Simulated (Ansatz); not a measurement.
The calculation used DFT PBE, scalar-relativistic, plane waves, PAW in Ansatz. Settings: cutoff 420 eV, Γ-centred meshes spaced at most about 0.3 Å⁻¹, and about 0.25 Å⁻¹ or finer for metals (2π included), Gaussian smearing. No spin polarisation in the final relaxations.

Temperature and zero-point effects are left out.

Two forms of ScAs₄ were relaxed alike.

A.

```xyz
5
Lattice="2.6107 -2.6818 0.0000 2.6107 2.6818 0.0000 0.0000 0.0000 7.7237" Properties=species:S:1:pos:R:3 pbc="T T T"
Sc    0.0000    0.0000    0.0000
As    2.6107    0.0000    6.4383
As    2.6107    0.0000    1.2853
As    2.6107    1.2150    3.8618
As    2.6107   -1.2150    3.8618
```

B.

```xyz
5
Lattice="-3.7054 3.7054 1.8244 3.7054 -3.7054 1.8244 3.7054 3.7054 -1.8244" Properties=species:S:1:pos:R:3 pbc="T T T"
Sc    0.0000    0.0000    0.0000
As    1.4675    4.7773    0.0000
As    2.2380   -1.0718    1.8244
As    2.6336    1.4675    0.0000
As    1.0718    2.2380    1.8244
```

Question: Which is lower in energy, and by how much?

Answer: B is lower, by 116 meV/atom. A has space group Cmmm (No. 65), 21.6 Å³/atom and no gap on its mesh; B has space group I4/m (No. 87), 20.0 Å³/atom and no gap. Counting As atoms around Sc (those within 1.25 times the shortest such distance or 1.15 times the sum of covalent radii, 1.27 where that leaves under three), A has Sc 8 and B has Sc 12. A holds As–As nets (shortest 2.43 Å); B holds As–As chains (shortest 2.52 Å). The denser one is the lower, and pressure would at first widen the difference. Both come from invented guesses.

Cells relaxed within their symmetry can be saddle points.
